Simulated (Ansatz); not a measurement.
LuPb$_{2}$ (MoSi2 or CaC2 type, space group No. 139), plane-wave PAW r²SCAN (Ansatz code), all energies at zero smearing, with the estimated change up to a 700 eV cutoff added, with one set of potentials and settings (totals compare only within such a set). Cell of 3 atoms (1 Lu, 2 Pb): -38585.987 eV.

```csv
element,reference phase,E (eV/atom)
Lu,"P6_3/mmc, 2 atoms in the cell",-14743.6978
Pb,"Fm-3m, 1 atoms in the cell",-11920.8594
```

Formation energy per atom, worked out: (-38585.987 − 1×(-14743.6978) − 2×(-11920.8594))/3 = -0.190 eV/atom (-18 kJ per mol of atoms), at 0 K, without zero-point energy or fitted corrections.

Space group I4/mmm (MoSi2 or CaC2 type). The workflow started from an entry of the Crystallography Open Database (COD). Whether it is the stable phase at ambient conditions was not checked. The r²SCAN relaxation kept the symmetry of its start; whether a distortion lowers the energy is not shown. The references are the lowest solids computed at this level, not always the standard phases. Scalar-relativistic: spin–orbit coupling is off unless named, which matters more the heavier the elements.

Potentials: the later of the program's two PAW sets.
